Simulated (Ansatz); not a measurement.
Lattice vibrations of LiBeF$_{3}$ at Γ

Level of theory: DFT PBE, scalar-relativistic, plane waves, PAW (Ansatz). Plane waves to 420 eV; Γ-centred k mesh 8×6×6; fixed occupations. No spin polarisation. Phonons by linear response, acoustic sum rule imposed.

Equilibrium structure at this level:
```yaml
crystal:
  lattice:
    - [2.76767, 0.00000, 0.00000]
    - [0.00000, 2.61398, 4.08521]
    - [0.00000, -2.61398, 4.08521]
  atoms:
    - { symbol: Li, position: [0.50000, 0.69390, 0.69390] }
    - { symbol: Be, position: [0.00000, 0.05474, 0.05474] }
    - { symbol: F, position: [0.00000, 0.90511, 0.40094] }
    - { symbol: F, position: [0.00000, 0.40094, 0.90511] }
    - { symbol: F, position: [0.50000, 0.94462, 0.94462] }
```

The structure comes from a generated guess, relaxed at this level; another structure or a mixture of phases may lie lower.

Q: Give the high-frequency dielectric tensor ε∞.

A:
```
1.81 0.00 0.00
0.00 1.76 0.00
0.00 0.00 1.73
```

Q: Give the Born effective charges.

A:
```tsv
atom	Z*xx	Z*yy	Z*zz	mean
Li (atom 1)	1.08	1.12	0.95	1.05
Be (atom 2)	1.97	1.79	1.55	1.77
F (atom 3)	-0.87	-1.16	-0.76	-0.93
F (atom 5)	-1.30	-0.59	-0.97	-0.95
```

Q: How large is the static dielectric tensor with the ions free to move, and what share of it is ionic?

A:
```
5.1 0.0 0.0
0.0 3.7 0.0
0.0 0.0 4.0
```
The ions give 59 % of its trace.
